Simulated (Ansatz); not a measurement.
**Ru: a ladder of calculations**

Cell of run 1: an entry of the Crystallography Open Database (COD), whose atoms a relaxation with PBE at fixed cell left in place.

```cif
data_structure
_symmetry_space_group_name_H-M 'P 1'
_symmetry_Int_Tables_number 1
_cell_length_a 2.7058
_cell_length_b 2.7058
_cell_length_c 4.2819
_cell_angle_alpha 90.000
_cell_angle_beta 90.000
_cell_angle_gamma 120.000
_cell_volume 27.15
loop_
_atom_site_label
_atom_site_type_symbol
_atom_site_fract_x
_atom_site_fract_y
_atom_site_fract_z
_atom_site_occupancy
Ru1 Ru 0.33333 0.66667 0.25000 1
Ru2 Ru 0.66667 0.33333 0.75000 1
```

Sites (sets of like atoms) are named by element and the number of their first atom in this list.

All runs are DFT with Ansatz 0.2.0 (plane waves and PAW, scalar-relativistic unless spin–orbit coupling is named, Γ-centred meshes, Fermi–Dirac smearing where given) in this cell.

Run 1: PBE, atoms relaxed; 420 eV, 20×20×11 k-points, smearing 0.05 eV.
Run 2: r2SCAN, at the relaxed atoms; 500 eV, 20×20×11 k-points, smearing 0.05 eV.
Run 3: PBE with spin–orbit coupling, at the relaxed atoms; 420 eV, 20×20×11 k-points, smearing 0.05 eV.
Run 4: LDA, at the relaxed atoms; 420 eV, 20×20×11 k-points, smearing 0.05 eV.
Run 5: PBEsol, at the relaxed atoms; 420 eV, 20×20×11 k-points, smearing 0.05 eV.

```json
{"run": "1", "Ru V_zz (η)": "-1.19 (0.00)"}
{"run": "2", "Ru V_zz (η)": "-1.12 (0.00)"}
{"run": "3", "Ru V_zz (η)": "-1.19 (0.00)"}
{"run": "4", "Ru V_zz (η)": "-1.28 (0.00)"}
{"run": "5", "Ru V_zz (η)": "?"}
```

V_zz in 10²¹ V/m².

(1) Estimate the row of run 5.

## Answers

(1) Ru: -1.25 (0.00). It lies nearest to run 4, from whose tensors on these sites it differs by 0.02 at most (largest principal value of the difference, on Ru). Taken one at a time, the functional (between the two that differ most) moves the tensors on these sites by up to 0.16 (largest principal value of the change, on Ru), spin–orbit coupling by 0.00.

With these PAW files V_zz is typically within 2 to 3 % of all-electron values, but misses above 10 % occur on Ru. In runs 1, 2, 3, 4, 5 there is no gap above 0.1 eV, so the gradients can move by 10 % or more with the k-mesh. The cell isn't the equilibrium one in runs 4, 5 (calculated pressure -12, -6 GPa), and the entry's cell may itself be off.
